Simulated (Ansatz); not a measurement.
Elastic constants of Al at 11 GPa (stress–strain coefficients): input and output

All numbers below come from DFT LDA, scalar-relativistic, plane waves, PAW (Ansatz 0.2.0).

Launched with:
```bash
ansatz run input.yaml --threads 1 --pin off --max-ram 3072MiB --backend cpu --events-out ev --progress --plain --runs-dir out
```

Input (bare energies are in eV):
```yaml
crystal:
  lattice:
    - [0.0, 1.9246731785, 1.9246731785]
    - [1.9246731785, 0.0, 1.9246731785]
    - [1.9246731785, 1.9246731785, 0.0]
  atoms:
    - { symbol: Al, position: [0.0, 0.0, 0.0] }
basis:
  ecutwfc: 420
kpoints:
  mp_grid: { grid: [20, 20, 20] }
hamiltonian:
  xc: lda
scf:
  occupations: { method: fermi_dirac, width: 0.15 }
output:
  forces: true
  stress: true
  eigenvalues: true
elastic:
  mode: relaxed_ion
  amplitude: 0.005
```

From the output:
```
--- Elastic constants: 2 strain directions × 4 members + reference (group order 48) ---
  dense FFT box of the reference and of every strained cell: 20×20×20
  strains applied: 11, 23; error gains: componentwise 1.00 (the most a stress slope's error grows in a printed constant), spectral 1.73 (1 for all six strains in a standard setting)
  C = ∂σ_k/∂η_j (tension-positive GPa; Voigt order 11 22 33 23 13 12):
       183.994    104.636    104.636     -0.000      0.000     -0.000
       104.636    183.994    104.636     -0.000     -0.000      0.000
       104.636    104.636    183.994     -0.000      0.000     -0.000
         0.000     -0.000     -0.000     66.655     -0.000     -0.000
         0.000     -0.000     -0.000      0.000     66.655      0.000
        -0.000      0.000     -0.000     -0.000     -0.000     66.655
  reference stress σ⁰ (GPa):    -11.001    -11.001    -11.001      0.000     -0.000     -0.000
  C* (energy form; C + prestress term) asymmetry max|C*_kj − C*_jk| = 8.527e-14 GPa — a small one proves nothing (zero by symmetry where the batch's group is 432, −43m or m−3m); a large one is finite-difference/SCF noise where every solve ...
  moduli (Voigt/Reuss/Hill, GPa): K = 131.09/131.09/131.09   G = 55.86/52.40/54.13   E = 142.75   ν = 0.319
  mechanically stable: yes (min eigenvalue of sym C = 66.65 GPa)
  strain η (Voigt 11):  stress-route row diagonal C_11 = 183.99 GPa, energy-path curvature d²(F+E_count+ΔE)/dδ²/Ω₀ = 183.97 GPa
    cells at ±δ against ±2δ: C11 184.19 and 184.78 GPa, apart by 0.32 % of the column's largest entry
         δ    σ_11 (GPa) F (eV) n_scf n_hpsi n_pw
    -1.000e-2     -12.8984        -512.8331159       5   67437    291   relax 0 steps, max|allowed force component| 0.00e0 eV/Å
    -5.000e-3     -11.9338        -512.8386410       3   61865    295   relax 0 steps, max|allowed force component| 0.00e0 eV/Å
     5.000e-3     -10.0919        -512.8484325       3   62271    295   relax 0 steps, max|allowed force component| 0.00e0 eV/Å
     1.000e-2      -9.2027        -512.8527263       4   61878    295   relax 0 steps, max|allowed force component| 0.00e0 eV/Å
  strain η (Voigt 23):  stress-route row diagonal C_44 = 66.65 GPa, energy-path curvature d²(F+E_count+ΔE)/dδ²/Ω₀ = 72.12 GPa
    cells at ±δ against ±2δ: C44 66.58 and 66.34 GPa, apart by 0.35 % of the column's largest entry
         δ    σ_23 (GPa) F (eV) n_scf n_hpsi n_pw
    -1.000e-2      -0.6634        -512.8434208       6  131385    292   relax 0 steps, max|allowed force component| 0.00e0 eV/Å
    -5.000e-3      -0.3329        -512.8436605       3  113817    292   relax 0 steps, max|allowed force component| 0.00e0 eV/Å
     5.000e-3       0.3329        -512.8436605       3  112574    292   relax 0 steps, max|allowed force component| 0.00e0 eV/Å
     1.000e-2       0.6634        -512.8434207       4  110326    292   relax 0 steps, max|allowed force component| 0.00e0 eV/Å
```

The run took 40 s on 1 thread of AMD EPYC 7R43 64-Core Processor (Zen 3) (shared host), peak memory 0.45 GiB.

In a metal, frequencies and elastic constants depend on the k mesh and the smearing, soft modes and shear constants most.